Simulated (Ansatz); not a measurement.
Name crystals whose computed values (plane-wave PAW LDA (Ansatz code)) fall in these windows: B₀ by P(V) fit (GPa) 150 to 200; G_Hill (GPa) 39 to 52; highest Γ mode, no LO–TO term (cm⁻¹) 510 to 670.



| crystal | B₀ by P(V) fit (GPa) | G_Hill (GPa) | highest Γ mode, no LO–TO term (cm⁻¹) |
|---|---|---|---|
| Ti3InN, anti-perovskite | 180 | 47.1 | 626 |
| AgRhO2, R-3m (Ag on 3a, Rh on 3b, O on 6c) | 180 | 43.6 | 629 |
| ZnO, wurtzite | 161 | 42.5 | 553 |
Others may fit too.

Standing as an ambient phase not checked: Ti3InN, anti-perovskite; AgRhO2, R-3m (Ag on 3a, Rh on 3b, O on 6c). All cells were relaxed under the symmetry of their starts (and spin orders); stability against distortions was not tested throughout. Rows with no word on spin ran without spin polarisation. Spin–orbit coupling is left out wherever it is not named.

Potentials: the later of the program's two PAW sets.
